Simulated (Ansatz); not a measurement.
FeCo3:
```cif
data_Co3Fe
_chemical_formula_sum 'Fe1 Co3'
_space_group_name_H-M_alt 'P 1'
_space_group_IT_number 1
_cell_length_a 3.48767
_cell_length_b 3.48767
_cell_length_c 3.48767
_cell_angle_alpha 90.000
_cell_angle_beta 90.000
_cell_angle_gamma 90.000
loop_
_space_group_symop_operation_xyz
  'x, y, z'
loop_
_atom_site_label
_atom_site_type_symbol
_atom_site_fract_x
_atom_site_fract_y
_atom_site_fract_z
_atom_site_occupancy
Fe1 Fe 0.00000 0.00000 0.00000 1
Co1 Co 0.50000 0.50000 0.00000 1
Co2 Co 0.00000 0.50000 0.50000 1
Co3 Co 0.50000 0.00000 0.50000 1
```
The run is spin-polarised; directions of the spins, atom by atom: ↑ ↑ ↑ ↑.

This is the PBEsol-relaxed structure.

Problem. All from PBEsol (plane waves, PAW; program Ansatz), unless another level is named. Give the density of states at the Fermi level.

Solution. 0.99 states/eV per atom (mean over ±0.08 eV).

Problem. Predict the formation energy from the elements (no fitted shifts).

Solution. 0.024 eV/atom.

Space group Pm-3m (Cu3Au type). The first step of the workflow began from a Materials Project structure, measured or hypothetical; the Crystallography Open Database copy checked does not list it. Its standing as an ambient phase is unchecked. The PBEsol relaxation kept the symmetry of its start; its stability against distortions is not shown here. Magnetic state: ferromagnetic, chosen from 5 collinear starts compared on coarse meshes (ties went to the first, and starts can fall back to one state), not a proven ground state. The references are the lowest solids computed at this level, not always the standard phases.

Potentials: the later of the program's two PAW sets.
